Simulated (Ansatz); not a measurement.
Trial structure of Ga₃S₂, not yet relaxed:

```
Ga S
1.0
     4.00215    0.00000    0.00000
    -2.00107    3.46596    0.00000
     0.00000    0.00000    8.61786
Ga S
3 2
Direct
  0.33333 0.66667 0.50000
  0.66667 0.33333 0.50000
  0.00000 0.00000 0.50000
  0.33333 0.66667 0.00000
  0.66667 0.33333 0.00000
```

Method: Ansatz, DFT PBE, scalar-relativistic, plane waves, PAW. Cutoff 420 eV; k points 6×6×2 on the computed 5-atom cell (Γ-centred); Gaussian smearing, width 0.10 eV; no spin polarisation.

The zero of energy is the elements' standard structures at the same level; no fitted shifts are applied.

Q: How far from equilibrium is it?

A: The pressure is 18.1 GPa (the mean over three directions, positive in compression), the largest force is 0.00 eV/Å (symmetry fixes the atoms), and the energy is +1.07 eV/atom against the elements. The shortest distance is 2.31 Å.

Q: Is it a good guess?

A: A rough one: relaxing gains about 0.89 eV/atom (the start's value is from the coarse mesh, so the gain is rough) in 38 ionic steps and ends at +0.18 eV/atom on the finer mesh. The symmetry stays P6/mmm (No. 191). The volume per atom shrinks by 15.2 %, from 23.9 to 20.3 Å³. The shortest distance goes from 2.31 Å (Ga–Ga and S–S) to 2.50 Å (Ga–S). The ratio c/a of the conventional cell changes by a factor of 0.48. Conventional cell: a = 4.838 Å, c = 5.002 Å. Ga on a site of symmetry -6m2 has 2 S at 2.50 Å and 6 Ga at 2.79 Å; Ga on a site of symmetry 6/mmm has 6 Ga at 2.79 Å; S is surrounded by 2 Ga at 2.50 Å and 3 S at 2.79 Å.

The last run used a 12×12×8 mesh (in the run's order of axes) for its 5-atom cell and Gaussian smearing of 0.10 eV. An odd number of electrons in the primitive cell allows no gap without spin; a larger cell or a magnetic state could open one. The reference form of S is held partly by dispersion forces, which this level lacks. The relaxation can't lower the symmetry of the start, and the grade says only how near the guess is to its own end. A structure relaxed within its symmetry needn't be a true minimum. Another cell of Ga3S2 relaxed alike, in P-6m2, lies 250 meV/atom lower, so this cell isn't the stable form at this level.
